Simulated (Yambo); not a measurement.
Yambo run on Rb$_{2}$LiYF$_{6}$ (space group Fm-3m, No. 225). The wavefunctions come from this Quantum ESPRESSO step (PBEsol, PseudoDojo standard norm-conserving files, scalar-relativistic):

```
&CONTROL
  calculation = 'nscf'
  pseudo_dir = './pseudo'
  outdir = './out'
/
&SYSTEM
  ibrav = 0
  nat = 10
  ntyp = 4
  ecutwfc = 84.0
  ecutrho = 336.0
  occupations = 'fixed'
  force_symmorphic = .true.
  nbnd = 313
/
&ELECTRONS
  conv_thr = 1e-08
  diago_full_acc = .true.
  diago_thr_init = 1e-08
/
ATOMIC_SPECIES
Li 6.9400 Li.upf
F 18.9984 F.upf
Rb 85.4678 Rb.upf
Y 88.9058 Y.upf
CELL_PARAMETERS angstrom
  0.000000000000   4.356625000000   4.356625000000
  4.356625000000   0.000000000000   4.356625000000
  4.356625000000   4.356625000000   0.000000000000
ATOMIC_POSITIONS crystal
Li   0.500000000000   0.500000000000   0.500000000000
F   0.748190000000   0.251810000000   0.251810000000
F   0.251810000000   0.748190000000   0.748190000000
F   0.251810000000   0.748190000000   0.251810000000
F   0.748190000000   0.251810000000   0.748190000000
F   0.251810000000   0.251810000000   0.748190000000
F   0.748190000000   0.748190000000   0.251810000000
Rb   0.750000000000   0.750000000000   0.750000000000
Rb   0.250000000000   0.250000000000   0.250000000000
Y   0.000000000000   0.000000000000   0.000000000000
K_POINTS automatic
2 2 2 0 0 0
```

Yambo input:

```
rim_cut
gw0
dyson
el_el_corr
HF_and_locXC
ppa
em1d
RandQpts= 1000000
RandGvec= 1 Ry
EXXRLvcs= 84 Ry
VXCRLvcs= 336 Ry
Chimod= "HARTREE"
% BndsRnXp
 2 | 312 |
%
NGsBlkXp= 8 Ry
% LongDrXp
 1.0 | 1.0 | 1.0 |
%
PPAPntXp= 27.2114 eV
% GbndRnge
 1 | 312 |
%
GTermKind= "BG"
DysSolver= "n"
ExtendOut
% QPkrange
 1 | 1 | 37 | 38 |
 2 | 2 | 37 | 38 |
 3 | 3 | 37 | 38 |
%
```

k points by index: 1 = Γ, 2 = L, 3 = X.

The o-*.qp file then holds:

```
#    K-point    Band    Eo [eV]    E [eV]    E-Eo [eV]    Vxc [eV]    Vnlxc [eV]    Sc|Eo [eV]    Sc|E [eV]    dSc/dw|Eo [eV]    Re(Z)    Im(Z)
#
    1    37    0.000000    -2.331613    -2.331613    -22.21621    -29.97338    4.857069    5.425561    -6.634204    0.803984    -0.001266
    1    38    6.738976    7.944060    1.205084    -9.021566    -4.576798    -3.093297    -3.239684    -3.305318    0.891688    -0.627805E-3
    2    37    -0.198681    -2.570024    -2.371343    -21.85236    -29.64528    4.842427    5.421575    -6.645323    0.803720    -0.001297
    2    38    8.077097    10.23871    2.161609    -13.96817    -8.017859    -3.459153    -3.788704    -4.148376    0.867716    -0.876110E-3
    3    37    -0.013498    -2.346648    -2.333150    -22.17114    -29.91578    4.843166    5.411482    -6.627787    0.804137    -0.001264
    3    38    8.080709    10.25232    2.171615    -14.30592    -8.376616    -3.421276    -3.757691    -4.215276    0.865869    -0.876555E-3
```
(The two width columns are left out.) Convergence of these settings isn't established.

Geometry of the Materials Project entry, not relaxed at this level.

The structure is a Materials Project entry; no match was found in the copy of COD used, and its stability was not checked.
